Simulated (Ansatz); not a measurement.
ZnCdSe2:
```
CELL_PARAMETERS angstrom
      4.07132     0.00000     0.00000
      0.00000     4.07132     0.00000
      0.00000     0.00000     5.84140
ATOMIC_POSITIONS crystal
  Zn 0.50000 0.50000 0.50000
  Cd 0.00000 0.00000 0.00000
  Se 0.00000 0.50000 0.72660
  Se 0.50000 0.00000 0.27340
```

Relaxed with LDA. Special points in fractions of this cell's reciprocal vectors: Γ (0.000, 0.000, 0.000); X (0.000, 0.500, 0.000); M (0.500, 0.500, 0.000); Z (0.000, 0.000, 0.500); R (0.000, 0.500, 0.500); A (0.500, 0.500, 0.500).

List the band energies nearest the valence-band maximum at these points for the program Ansatz at the LDA level (PAW).

In eV from the valence-band maximum; about four levels below and three above (degenerate sets whole), none deeper than 8.9 eV; points with the same levels are listed once.

```csv
k,below,above
Γ,-2.26 -2.26 -0.18 0.00 0.00,0.69 2.90 3.46
X,-2.77 -2.38 -1.19 -0.71,3.54 4.17 5.60
M,-2.36 -2.22 -2.22 -2.11,2.74 2.74 3.15
Z,-1.57 -1.57 -0.98 -0.98,3.28 3.50 3.90
R,-1.18 -0.97 -0.91 -0.65,2.15 2.33 5.84
A,-2.87 -2.70 -2.70 -2.64,5.13 5.14 5.14
```

Space group P-4m2. The workflow started from a Materials Project entry (that database holds measured and hypothetical structures alike); the Crystallography Open Database copy checked does not list it. Whether it is the stable phase at ambient conditions was not checked. The cell was relaxed with LDA under the symmetry of its start; phonons on a q-mesh show no instability. Scalar-relativistic: spin–orbit coupling is off unless named, which matters more the heavier the elements.

Potentials: the later of the program's two PAW sets.
